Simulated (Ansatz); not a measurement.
Given:

Te2Mo:
```yaml
crystal:
  lattice:
    - [6.32343, 0.00000, 0.00000]
    - [0.00000, 3.49157, 0.00000]
    - [-0.59343, 0.00000, 14.30466]
  atoms:
    - { symbol: Te, position: [0.56583, 0.75000, 0.35654] }
    - { symbol: Te, position: [0.43417, 0.25000, 0.64346] }
    - { symbol: Te, position: [0.58241, 0.25000, 0.10153] }
    - { symbol: Te, position: [0.41759, 0.75000, 0.89847] }
    - { symbol: Te, position: [0.09111, 0.75000, 0.14355] }
    - { symbol: Te, position: [0.90889, 0.25000, 0.85645] }
    - { symbol: Mo, position: [0.32052, 0.75000, 0.50700] }
    - { symbol: Mo, position: [0.67948, 0.25000, 0.49300] }
    - { symbol: Te, position: [0.06252, 0.25000, 0.39837] }
    - { symbol: Te, position: [0.93748, 0.75000, 0.60163] }
    - { symbol: Mo, position: [0.18084, 0.25000, 0.00726] }
    - { symbol: Mo, position: [0.81916, 0.75000, 0.99274] }
```

This is the r²SCAN+D4-relaxed structure.

Q: All from plane-wave PAW r²SCAN+D4 (Ansatz code), unless another level is named. Predict the electronic character.

A: metallic (no gap).

Q: Next, the density of states at the Fermi level?

A: 0.17 states/eV per atom (mean over ±0.08 eV).

Q: What about the formation energy from the elements (no fitted shifts)?

A: -0.30 eV/atom.

Space group P2_1/m. The workflow started from an entry of the Crystallography Open Database (COD), which files this formula under 2 space groups. It is not the phase usual at ambient conditions (space group No. 194). The r²SCAN+D4 relaxation kept the symmetry of its start; its stability against distortions is not shown here. No spin polarisation was allowed. The references are the lowest solids computed at this level, not always the standard phases. Spin–orbit coupling is left out wherever it is not named.

Potentials: the later of the program's two PAW sets.
